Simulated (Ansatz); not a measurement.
A crystal relaxed with r2SCAN in Ansatz 0.2.0 has space group I4_1/amd:1 (No. 141) and a = 5.060 Å, c = 10.862 Å.

```json
{"atom": "Tl", "site": "4a", "x": "0.0000", "y": "0.5000", "z": "0.2500"}
{"atom": "Xx", "site": "8e", "x": "0.5000", "y": "0.0000", "z": "0.4550"}
{"atom": "Sb", "site": "4b", "x": "0.5000", "y": "0.0000", "z": "0.2500"}
```

With HSE06 the gap is 0.04 eV and direct, at X. (This is within a few times the smearing of 0.02 eV, so the filling near the edges can be smeared.) With PBE the bands overlap by 0.02 eV (counted from 1, band 40 peaks at P and band 41 bottoms out at Γ–X (0.80 of the way from Γ)): no gap. Meshes: HSE06 4×4×4, PBE 8×8×8.

**Question.** Which element is Xx?
A. O
B. S
C. Te
D. Se

**Answer.** A. Xx is O: TlSbO2, ordered on the rocksalt lattice (I4_1/amd) with 8 atoms a cell (it has left that coordination). Tl has 4 O at 2.58 Å; O has 3 Sb at 2.23–2.58 Å and 2 Tl at 2.58 Å; Sb has 6 O at 2.23–2.58 Å.

The calculation is spin-unpolarised, and the structure need not be a phase that has been made.

Spin-orbit coupling is left out; in compounds of Pb, Bi, Tl or Hg it can lower a gap by up to about 1 eV, split its edges or invert the bands.

Gaps or overlaps of about a tenth of an eV are at the limit of these meshes: between the points read a gap can be smaller or closed.

The meshes of the hybrids are coarse, so their gaps aren't converged to the digits shown.
